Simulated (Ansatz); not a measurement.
**Ge$_{2}$Pd: from a starting cell to a relaxed one**

The relaxed structure here is a generated cell of Ge2Pd: the first start was made by placing the elements on the sites of a structure type, and the end was not matched to a known phase here, so it may be hypothetical.

The start is a generated cell, Ge2Pd placed in the AFLOW prototype A2B_tI12_141_e_a (C5, as in TiO2). A full variable-cell relaxation at zero pressure is run with r2SCAN (plane waves to 500 eV, PAW, scalar-relativistic; Ansatz, a program for electronic structure). First-step values are on the input's coarse k-mesh.

Ansatz input (later rounds restart from its end on a renewed k-mesh):
Ansatz 0.2 input:
```yaml
crystal:
  lattice:
    - [-2.104757, 2.104757, 5.2905305]
    - [2.104757, -2.104757, 5.2905305]
    - [2.104757, 2.104757, -5.2905305]
  atoms:
    - { symbol: Ge, position: [0.33306, 0.33306, 0] }
    - { symbol: Ge, position: [0.41694, 0.91694, 0.5] }
    - { symbol: Ge, position: [0.66694, 0.66694, 0] }
    - { symbol: Ge, position: [0.08306, 0.58306, 0.5] }
    - { symbol: Pd, position: [0.75, 0.25, 0.5] }
    - { symbol: Pd, position: [0, 0, 0] }
basis: { ecutwfc: 500, ecutrho_ratio: 4, xc_grid: 4, fft_grid_basis: typed }
kpoints: { mp_grid: { grid: [8, 8, 8] } }
hamiltonian:
  xc: r2scan
  dispersion: none
  pseudopotentials: { kind: paw }
scf: { occupations: { method: fermi_dirac, width: 0.05 } }
relax: { f_tol: 0.01, max_steps: 100, cell: { stress_tol: 0.02 } }
output: { forces: true, stress: true }
```

### Question
What pressure does the first self-consistent step give?

### Answer
+40 GPa (positive: the cell is compressed).

### Question
What is the largest force in the starting geometry, and on which atom (counted from 1)?

### Answer
About 0.4 eV/Å, on Ge1, Ge2, Ge3, Ge4 (atoms numbered as listed).

### Question
How does the volume per atom move from start to end?

### Answer
+41.9 %, from 15.62 to 22.17 Å³/atom.

### Question
How do the shortest distances between atoms change?

### Answer
The closest pairs of elements (up to four, under 3.6 Å), start → end: Ge–Pd 2.28 → 2.42 Å; Ge–Ge 2.28 → 2.45 Å; Pd–Pd 3.38 → 3.96 Å.

### Question
What band gap does the relaxed structure have at this level?

### Answer
Zero (metallic).

### Question
Give the final cell and atomic positions.

### Answer

```cif
data_Ge8Pd4
_chemical_formula_sum 'Ge8 Pd4'
_space_group_name_H-M_alt 'I41/amd :1'
_space_group_IT_number 141
_space_group_name_Hall 'I 4bw 2bw -1bw'
_cell_length_a 3.95914
_cell_length_b 3.95914
_cell_length_c 16.97478
_cell_angle_alpha 90.000
_cell_angle_beta 90.000
_cell_angle_gamma 90.000
loop_
_atom_site_label
_atom_site_type_symbol
_atom_site_symmetry_multiplicity
_atom_site_Wyckoff_symbol
_atom_site_fract_x
_atom_site_fract_y
_atom_site_fract_z
_atom_site_occupancy
Ge1 Ge 8 e 0.00000 0.00000 0.33245 1
Pd1 Pd 4 a 0.00000 0.00000 0.00000 1
```
(The calculation used a cell of 6 atoms; values per cell refer to that cell.)

The space group stays I4₁/amd (No. 141) (the run could not lower it), with 6 atoms in the primitive cell. Final values are on a 17×17×17 k-mesh of the relaxed cell. No spin polarisation in the result.

The run could not lose the symmetry of its start, so the end can be a saddle point.
